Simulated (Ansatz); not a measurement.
Kick test of a cell of La₂Hf₂O

The structure comes from a generated guess, relaxed at this level; another structure or a mixture of phases may lie lower.

The calculation used Ansatz, DFT PBE, scalar-relativistic, plane waves, PAW. Plane waves to 420 eV, a k mesh through Γ of 12×12×4 on the computed 5-atom cell and Gaussian smearing (0.10 eV); no spin polarisation.

The cell below (5 atoms, space group P-3m1 (No. 164)) is relaxed within its symmetry.

```cif
data_structure
_symmetry_space_group_name_H-M 'P 1'
_symmetry_Int_Tables_number 1
_cell_length_a 3.4902
_cell_length_b 3.4902
_cell_length_c 11.3847
_cell_angle_alpha 90.000
_cell_angle_beta 90.000
_cell_angle_gamma 120.000
_cell_volume 120.10
loop_
_atom_site_label
_atom_site_type_symbol
_atom_site_fract_x
_atom_site_fract_y
_atom_site_fract_z
_atom_site_occupancy
La1 La 0.33333 0.66667 0.13550 1
La2 La 0.66667 0.33333 0.86450 1
Hf1 Hf 0.33333 0.66667 0.60025 1
Hf2 Hf 0.66667 0.33333 0.39975 1
O1 O 0.00000 0.00000 0.00000 1
```

For the test a repeat of it with 10 atoms (edges 3.49, 6.05, 11.38 Å) was strained at random (σ = 1.5 % a component), the atoms were moved at random (σ = 0.05 Å), and all was relaxed again on a coarse 6×4×2 mesh (in the run’s order of axes) with 0.20 eV smearing, with no symmetry imposed.

These runs have no spin–orbit coupling, which can matter for Hf.

**Question.** Is the structure stable against such a distortion?

**Answer.** It returns, within 1 meV/atom of the unmoved cell on that mesh and with the same symmetry when read at 0.1 Å (P-1 at 0.01 Å, so small strains and shifts remain). So it is stable against the distortions that fit this cell and that this random move excites. Modes that don't fit the cell aren't tested.
